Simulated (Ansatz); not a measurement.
CaCdF4 on the sites of the fluorite structure (relaxed group R-3m), relaxed with r2SCAN. It is trigonal, R-3m (No. 166); conventional cell a = 3.824 Å, c = 18.799 Å, 13.23 Å³ an atom. Ca is surrounded by 8 F at 2.35–2.36 Å; F is surrounded by 3 Cd at 2.34 Å and 1 Ca at 2.36 Å; F is surrounded by 1 Cd at 2.34 Å and 3 Ca at 2.35 Å; Cd is surrounded by 8 F at 2.34 Å.

```
Ca F Cd
1.0
     1.91200    1.10389    6.26643
    -1.91200    1.10389    6.26643
     0.00000   -2.20779    6.26643
Ca F Cd
1 4 1
Direct
  0.00000 0.00000 0.00000
  0.12536 0.12536 0.12536
  0.37552 0.37552 0.37552
  0.62448 0.62448 0.62448
  0.87464 0.87464 0.87464
  0.50000 0.50000 0.50000
```

4 runs of Ansatz 0.2.0 on this cell differ in the functional (and in the settings that go with it). Levels are in eV from each run's valence top; v1 is the last filled band, c1 the first empty one.

Run A, mean stress 0.0 GPa (compression positive):
```tsv
point	v2	v1	c1	c2
Γ	-0.31	-0.31	5.17	9.95
T	-0.26	-0.26	5.93	8.48
H₂	-0.33	-0.15	8.63	9.54
L	-0.18	-0.04	8.46	8.91
```

Run B, mean stress +4.4 GPa (compression positive):
```tsv
point	v2	v1	c1	c2
Γ	-0.31	-0.31	4.49	9.16
T	-0.25	-0.25	5.24	7.86
H₂	-0.33	-0.14	7.77	8.88
L	-0.17	-0.03	7.61	8.30
```

Run C, mean stress +1.6 GPa (compression positive):
```tsv
point	v2	v1	c1	c2
Γ	-0.35	-0.35	6.59	11.76
T	-0.30	-0.30	7.37	9.93
H₂	-0.35	-0.16	10.18	11.27
L	-0.19	-0.04	9.99	10.58
```

Run D, mean stress +1.3 GPa (compression positive):
```tsv
point	v2	v1	c1	c2
Γ	-0.36	-0.36	7.36	12.56
T	-0.30	-0.30	8.14	10.69
H₂	-0.35	-0.17	10.97	12.07
L	-0.19	-0.04	10.78	11.37
```

**Question.** Match the runs to PBE, r2SCAN, HSE06, PBE0.

**Answer.** A is r2SCAN, B is PBE, C is HSE06, D is PBE0. In order of the gap: PBE 4.49, r2SCAN 5.17, HSE06 6.59, PBE0 7.36 eV. The stress vanishes for r2SCAN, which relaxed the cell.

Simulation only: spin-unpolarised, and no claim that this is the phase found in nature.

Spin-orbit coupling is left out.

The program warns that its thresholds are loose for a hybrid's stress.

The meshes of the hybrids are coarse, so their gaps aren't converged to the digits shown.
